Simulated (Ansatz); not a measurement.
# BaRe₃Pb: settings compared (Ansatz)

Launch command:

```bash
ansatz run input.yaml --threads 1 --pin off --max-ram 2560MiB --backend cpu --events-out ev --progress --plain --runs-dir out
```

input.yaml:

```yaml
crystal:
  lattice:
    - [0.04391456, 4.56069667, 4.58753088]
    - [0.04391456, -4.56069667, 4.58753088]
    - [4.55657678, 0.0, -4.58753088]
  atoms:
    - { symbol: Re, position: [0.7235, 0.2765, 0.0] }
    - { symbol: Re, position: [0.2765, 0.7235, 0.0] }
    - { symbol: Ba, position: [0.2532, 0.2532, 0.0042] }
    - { symbol: Ba, position: [0.7468, 0.7468, 0.9958] }
    - { symbol: Pb, position: [0.5, 0.0, 0.5] }
    - { symbol: Pb, position: [0.0, 0.5, 0.5] }
    - { symbol: Re, position: [0.1926, 0.1926, 0.4476] }
    - { symbol: Re, position: [0.8074, 0.8074, 0.5524] }
    - { symbol: Re, position: [0.285, 0.715, 0.5] }
    - { symbol: Re, position: [0.715, 0.285, 0.5] }
  symmetry: { tolerance: 0.0003 }
kpoints:
  mp_grid: { grid: [4, 4, 4], shift: [0, 0, 0] }
magnetization:
  spin_polarized: false
scf:
  occupations: { method: methfessel_paxton, width: 0.0343 }
hamiltonian:
  pseudopotentials: { kind: paw }
  xc: r2scan
basis:
  ecutwfc: 500
output:
  forces: true
  stress: true
  eigenvalues: true
```

Origin of the cell: a known structure type with other elements, at an estimated volume, so it need not be a known compound.

Output of this run (shortened):

```
SCF iter   1: F=—  HF=-101017.840827 eV  Δρ=1.53e-2  dr2=4.86e-1  dr2_τ=6.81e-1  defer=17
SCF iter   2: F=—  HF=-101018.363143 eV  S|Δr|=    0.00e0  Δρ=7.76e-3  dr2=1.52e-1  dr2_τ=1.33e-2  defer=120
SCF iter   3: F=—  HF=-101018.387510 eV  S|Δr|=    0.00e0  Δρ=1.04e-2  dr2=5.31e-1  dr2_τ=6.08e-2  defer=120  recentre
SCF iter   4: F=—  HF=-101018.364784 eV  S|Δr|=    0.00e0  Δρ=2.25e-3  dr2=1.37e-2  dr2_τ=1.16e-3  defer=120
SCF iter   5: F=—  HF=-101018.368493 eV  S|Δr|=    0.00e0  Δρ=2.71e-3  dr2=3.73e-2  dr2_τ=4.33e-3  defer=120
[… 2 lines left out …]
SCF iter   8: F=—  HF=-101018.366828 eV  S|Δr|=    0.00e0  Δρ=8.45e-5  dr2=2.12e-5  dr2_τ=1.65e-6  defer=120
SCF iter   9: F=—  HF=-101018.366547 eV  S|Δr|=    0.00e0  Δρ=2.36e-5  dr2=1.81e-6  dr2_τ=2.06e-7  defer=120
SCF iter  10: F=—  HF=-101018.366548 eV  S|Δr|=    0.00e0  Δρ=7.51e-6  dr2=1.52e-7  dr2_τ=1.27e-8  defer=120
SCF iter  11: F=—  HF=-101018.366548 eV  S|Δr|=    0.00e0  Δρ=5.74e-6  dr2=1.43e-7  dr2_τ=1.56e-8
SCF iter  12: F=-101018.366548 eV  HF=-101018.366548 eV  S|Δr|=    0.00e0  Δρ=1.37e-6  dr2=4.67e-9  dr2_τ=2.36e-9
SCF 1 converged in 12 iterations: F = -101018.366548 eV  dr2 = 4.67e-9
SCF converged after 12 iterations
Stability not checked: this state was not tested for a lower state beside it, because cold or Methfessel-Paxton smearing, or corrected tetrahedra, fill the levels in a way that the test cannot read (fill_not_monotonic; […]
Free energy (F): -101018.366548 eV
Harris-Foulkes:  -101018.366548 eV  (|F-HF|=4.95e-10)
Internal energy: -101018.366574 eV  (E = F + TS)
E sigma→0 (E₀):  -101018.366554 eV
Entropy (-TS):   0.000027 eV (0.003 meV/atom)
Fermi energy:    18.205451 eV
--- Per-component energies (eV) ---
  E_band       = -795.653477
  E_kinetic    = 4255.652238
  E_local      = -9686.073202  (includes V_loc(G=0)·N_el)
  E_nonlocal   = 1154.534621
  E_hartree    = 3813.756478
  E_xc         = -3058.948993
  E_vxc        = -2641.976514  (∫ρ·V_xc dr)
  E_paw        = -83536.601771  (= ΣΔE_a)
  E_vpaw       = -1649.395610  (= ΣTr[D̂ρ^β])
  E_aug_tail   = -0.000186  (compensation charges beyond the density's cutoff)
  E_vtau       = 144.092423  (kinetic-family band-sum trace: ∫τ·v_τ [+ j·A + Jᵃ·Aᵃ] dr)
  E_ewald      = -13959.932371
  E_core_change = -0.753387  (= ΣΔE_core)
  E_smearing   = 0.000027  (= −TS)
  Σ components = -101018.366548   (vs F -101018.366548, Δ=0.00e0)
--- Forces (eV/Å), atoms counted from 1 ---
[… 5 lines left out …]
  atom   6  Pb    -0.000000     0.000000     0.000000
  atom   7  Re    -0.734565     0.000000    -1.044527
  atom   8  Re     0.734565    -0.000000     1.044527
  atom   9  Re     0.000000     1.270859    -0.000000
  atom  10  Re     0.000000    -1.270859     0.000000
  max |Σ_I F_I| component: 0.00e0 eV/Å
--- Stress (GPa, compression-positive) ---
       58.250190      -0.000000       0.571651
       -0.000000      53.442919      -0.000000
        0.571651      -0.000000      55.596816
  P = ⅓ Tr σ = 55.7633 GPa (557.633 kbar)
```

The same input was run again with these changes:

1. `scf.convergence.dr2_threshold` default → 1.0e-11; `kpoints.mp_grid.shift` [0, 0, 0] → [0.5, 0.5, 0.5]; `scf.initial_density.chi_scale` default → 0.0
2. `basis.ecutwfc` 500 → "58.8 Ry"
3. `scf.convergence.dr2_threshold` default → 1.0e-08; `basis.ecutrho_ratio` default → 4
4. `scf.algorithm` default → direct_min

| run | end | SCF iterations | P (GPa) | max force component (eV/Å) | moment (μB) | ΔE(σ→0) (meV/atom) |
| --- | --- | --- | --- | --- | --- | --- |
| base | converged | 12 | 55.76 | 1.271 | – | 0 |
| 1 | converged | 18 | 55.78 | 1.328 | – | -0.12 |
| 2 | converged | 11 | 55.76 | 1.271 | – | -1.36 |
| 3 | converged | 12 | 55.76 | 1.271 | – | 0.00 |
| 4 | converged | 15 | 55.76 | 1.271 | – | 0.00 |

Energies are compared only where functional, datasets, charge and starting cell are the same.

Caveats of the base run: no moments, though an odd count or open d shells may carry them; no spin-orbit coupling, though heavy elements are present; the given cell is far from equilibrium, with atoms too close or a volume far off; the k mesh is coarse if the cell is a metal.

The base run took 73 s of wall time on 1 CPU thread(s) of a shared host, from the program's own first density.
